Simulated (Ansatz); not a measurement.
## Notes on AlBO$_{3}$

```
CELL_PARAMETERS angstrom
4.48723 -0.00629 -0.00160
-2.24906 3.88042 0.01363
-2.24707 1.31078 4.58482
ATOMIC_POSITIONS crystal
Al 0.01066 0.98825 0.00556
Al 0.50127 0.51252 0.51582
B 0.24651 0.76041 0.72361
B 0.75658 0.24067 0.24546
O 0.97947 0.75232 0.78531
O 0.25267 0.45683 0.73899
O 0.57275 0.05418 0.76804
O 0.05212 0.23977 0.23873
O 0.73191 0.53283 0.24069
O 0.43409 0.92531 0.26214
```

Single point in Ansatz 0.2.0 with BLYP, no spin polarisation. Cutoff 420 eV, PAW datasets, 5×5×4 (shifted by 0.5, 0, 0 steps) k mesh, fermi-dirac filling (width 0.1161 eV).

What is the character of the valence top and the conduction bottom?

Within 0.7 eV of the edges, the states project mainly on O p (96 %) below the gap and on B p (58 %) and O p (16 %) above it.

Is it stable against the elements?

-2.73 eV an atom against the elements' usual phases (free molecules for gases, crystals otherwise, with no correction for O₂ or N₂), so it is bound against them; other compounds may still compete. Relaxing would lower it.

What is the band gap?

The gap on the k mesh is 5.92 eV; the mesh may miss the band edges, so the true gap of this level can be smaller.

Is the cell too large or too small?

The pressure is 13.3 GPa (compression positive), so with the atoms held at these fractions the cell would first expand; the forces are large, so a full relaxation may end otherwise. The principal stresses 9.8, 13.7, 16.6 GPa differ, so its shape would change too.

How is the charge shared?

Bader charges in e: Al +2.56, B +2.36, O -1.64. In the mean Al gives up most and O takes most.

Origin: a strained cell with displaced atoms, so it need not be a known compound. Caveats: an odd or shifted mesh can miss the band edges, so this level's true gap may be smaller; atoms or cell far from equilibrium; forces of this functional can be a tenth off on these datasets.
